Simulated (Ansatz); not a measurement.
BP:
```yaml
crystal:
  lattice:
    - [3.00823, 0.00000, 0.00000]
    - [-1.50412, 2.60521, 0.00000]
    - [0.00000, 0.00000, 2.66093]
  atoms:
    - { symbol: B, position: [0.00000, 0.00000, 0.00000] }
    - { symbol: P, position: [0.66667, 0.33333, 0.50000] }
```

This is the PBE-relaxed structure.

**Question.** All from PBE in the plane-wave PAW code Ansatz, unless another level is named. Estimate the electronic character.

**Answer.** metallic (no gap).

**Question.** Give the formation energy from the elements (no fitted shifts).

**Answer.** 0.87 eV/atom.

**Question.** Predict the density of states at the Fermi level.

**Answer.** 0.31 states/eV per atom (mean over ±0.08 eV).

Space group P-6m2. The cell is a constructed one: a structure type filled with these elements; neither database checked (COD, Materials Project) lists it. It is not the phase usual at ambient conditions (space group No. 216). The cell keeps a stress of up to 0.2 GPa. Symmetry was held in the PBE relaxation; its stability against distortions is not shown here. The references are the lowest solids computed at this level, not always the standard phases.

Potentials: the earlier of the program's two PAW sets.
